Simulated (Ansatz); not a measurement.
KMgF3 (cubic perovskite, Pm-3m), LDA in the plane-wave PAW code Ansatz. The conduction-band minimum lies at Γ, with 1 equivalent valley. Second derivatives d²E/dk² of the lowest band at one valley (eV·Å²), along Cartesian directions:

```
direction  d²E/dk²
---------  -------
[100]        15.03
[010]        15.03
[001]        15.03
[110]        15.03
[101]        15.03
[011]        15.03
```

Task: Find the principal effective masses, the density-of-states mass and the conductivity mass.

Result: Off-diagonal terms follow from H_xy = H[110] − (H_xx + H_yy)/2, and m*/mₑ = 7.620 eV·Å² over each eigenvalue: 0.51, 0.51, 0.51. One valley's DOS mass (m₁m₂m₃)^(1/3) = 0.51, conductivity mass 3/(Σ 1/mᵢ) = 0.51 mₑ.

Task: What effective density of states Nc follows at 300 K for parabolic valleys?

Result: Nc = 2.509e19 × 1 × (0.51)^(3/2) ≈ 9.1e18 cm⁻³.

Task: With the computed static dielectric constant 6.62 (mean of the diagonal), estimate a hydrogenic donor's binding energy and radius.

Result: E = 13.606 eV × 0.51/6.62² ≈ 160 meV; a = 0.529 Å × ε/m* ≈ 6.9 Å. Semilocal masses tend to be too small where the gap is.

The cell was relaxed with LDA under the symmetry of its start; phonons on a q-mesh show no instability.

Potentials: the later of the program's two PAW sets.
